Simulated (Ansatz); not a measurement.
CuAu3:
```
CELL_PARAMETERS angstrom
     -2.00133     2.00133     4.03268
      2.00133    -2.00133     4.03268
      2.00133     2.00133    -4.03268
ATOMIC_POSITIONS crystal
  Cu 0.00000 0.00000 0.00000
  Au 0.75000 0.25000 0.50000
  Au 0.25000 0.75000 0.50000
  Au 0.50000 0.50000 0.00000
```

Relaxed with r²SCAN. Special points in fractions of this cell's reciprocal vectors: Γ (0.000, 0.000, 0.000); X (0.000, 0.000, 0.500); P (0.250, 0.250, 0.250); N (0.000, 0.500, 0.000); M (0.500, 0.500, -0.500); S (0.312, 0.688, -0.312); S0 (-0.312, 0.312, 0.312); R (-0.123, 0.123, 0.500); G (0.500, 0.500, -0.123).

Problem. List the band energies nearest the Fermi level at these points for plane-wave PAW r²SCAN (Ansatz code).

Solution. In eV from the Fermi level; about four levels below and three above (degenerate sets whole), none deeper than 8.9 eV; points with the same levels are listed once.

| k | below | above |
|---|---|---|
| Γ | -1.69 -1.66 -1.66 -1.61 | 1.11 5.19 5.79 |
| X | -0.84 -0.84 -0.59 -0.09 | 2.97 3.73 8.86 |
| P | -0.83 -0.34 -0.23 -0.23 | 5.03 5.03 5.30 |
| N | -2.26 -1.94 -1.94 -1.73 | 2.00 2.48 7.29 |
| M | -1.69 -1.67 -1.67 -1.61 | 1.25 1.25 6.09 |
| S | -2.13 -1.66 -1.26 -1.10 | 4.83 5.69 7.87 |
| R | -1.89 -1.41 -1.31 -0.38 | 0.01 4.93 5.27 |

Space group I4/mmm. The workflow started from a Materials Project entry (that database holds measured and hypothetical structures alike); the Crystallography Open Database copy checked does not list it. COD files the formula under space group No. 221. Whether it is the stable phase at ambient conditions was not checked. The cell was relaxed with r²SCAN under the symmetry of its start; its stability against distortions is not shown here. No spin polarisation was allowed. Scalar-relativistic: spin–orbit coupling is off unless named, which matters more the heavier the elements.

Potentials: the later of the program's two PAW sets.
